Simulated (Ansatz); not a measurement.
**Lattice vibrations of SiC at Γ**

Method: DFT PBE, scalar-relativistic, plane waves, PAW in Ansatz 0.2.0. Plane waves to 420 eV; Γ-centred k mesh 12×12×2; fixed occupations. No spin polarisation. Phonons by linear response, acoustic sum rule imposed.

Equilibrium structure at this level:
```
Si C
1.0
     3.09500    0.00000    0.00000
    -1.54750    2.68035    0.00000
     0.00000    0.00000   15.18660
Si C
6 6
Direct
  0.33333 0.66667 0.14229
  0.66667 0.33333 0.64229
  0.00000 0.00000 0.47552
  0.00000 0.00000 0.97552
  0.66667 0.33333 0.30879
  0.33333 0.66667 0.80879
  0.00000 0.00000 0.35016
  0.00000 0.00000 0.85016
  0.33333 0.66667 0.01731
  0.66667 0.33333 0.51731
  0.66667 0.33333 0.18379
  0.33333 0.66667 0.68379
```

It was relaxed at this level from a measured cell (COD).

(1) Is this structure stable against zone-centre distortions?

(2) List the optical modes at Γ without the LO field (i marks imaginary ones).

## Answers

(1) Yes, at Γ: no optical mode is imaginary. Strains and other wave vectors aren't tested by this run.

(2)
```tsv
frequency (cm⁻¹)	degeneracy	IR intensity of the level ((D/Å)²/amu)
141	2	0.00
145	2	0.00
228	2	0.00
233	2	0.01
258	2	0.00
274	1	0.00
276	1	0.00
491	1	0.12
498	1	0.01
595	1	0.00
747	2	0.00
750	2	0.28
758	2	0.04
766	1	124.32
768	2	0.00
769	2	0.00
776	2	237.34
813	1	0.00
859	1	0.13
863	1	0.06
914	1	0.00
921	1	0.00
```
